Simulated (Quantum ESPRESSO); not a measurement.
KLuS2 (space group R-3m, No. 166) has an indirect gap of 2.10 eV with PBEsol (Quantum ESPRESSO, PseudoDojo norm-conserving, 100 Ry, without SOC). After an isotropic strain (on all lattice vectors, atoms relaxed) the gap is indirect, 1.78 eV.

### Question
Which strain was applied?
A) +1 %
B) -1.5 %
C) -3 %
D) -0.7 %
E) +2 %

### Answer
C, -3 %. Gaps found: -3 %: 1.78 eV (indirect); -1.5 %: 1.95 eV (indirect); -0.7 %: 2.03 eV (indirect); 0 %: 2.10 eV (indirect); 1 %: 2.19 eV (indirect); 2 %: 2.28 eV (indirect).
